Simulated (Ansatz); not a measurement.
## SiGeO4 (P1) at 2 levels of theory

One geometry, relaxed with PBE; plane waves with PAW potentials in Ansatz, scalar-relativistic. No spin polarisation. Gaps are the least over mesh and band path; pressure is positive in compression.

```cif
data_structure
_symmetry_space_group_name_H-M 'P 1'
_symmetry_Int_Tables_number 1
_cell_length_a 5.0959
_cell_length_b 5.1051
_cell_length_c 8.5020
_cell_angle_alpha 91.497
_cell_angle_beta 91.214
_cell_angle_gamma 118.998
_cell_volume 193.24
loop_
_atom_site_label
_atom_site_type_symbol
_atom_site_fract_x
_atom_site_fract_y
_atom_site_fract_z
_atom_site_occupancy
Si1 Si 0.70527 0.36703 0.06352 1
Si2 Si 0.29810 0.63573 0.56258 1
Ge1 Ge 0.36784 0.69819 0.93788 1
Ge2 Ge 0.62944 0.29699 0.43640 1
O1 O 0.48905 0.42964 0.94243 1
O2 O 0.06032 0.61436 0.05560 1
O3 O 0.66829 0.03896 0.01294 1
O4 O 0.60118 0.38690 0.24153 1
O5 O 0.26900 0.73120 0.74346 1
O6 O 0.36760 0.91663 0.45124 1
O7 O 0.98539 0.34793 0.49340 1
O8 O 0.55852 0.53642 0.55900 1
```

| level | cutoff (eV) | k mesh | gap (eV) | pressure (GPa) |
| --- | --- | --- | --- | --- |
| PBE | 420 | 6×6×4 | 4.39 | 0.0 |

Problem. What comes out on the same cell with PBEsol?

Solution.
| level | cutoff (eV) | k mesh | gap (eV) | pressure (GPa) |
| --- | --- | --- | --- | --- |
| PBEsol | 420 | 6×6×4 | 4.35 | -2.7 |

It was reached by relaxing an invented guess, and it needn't be the stable form of this composition.
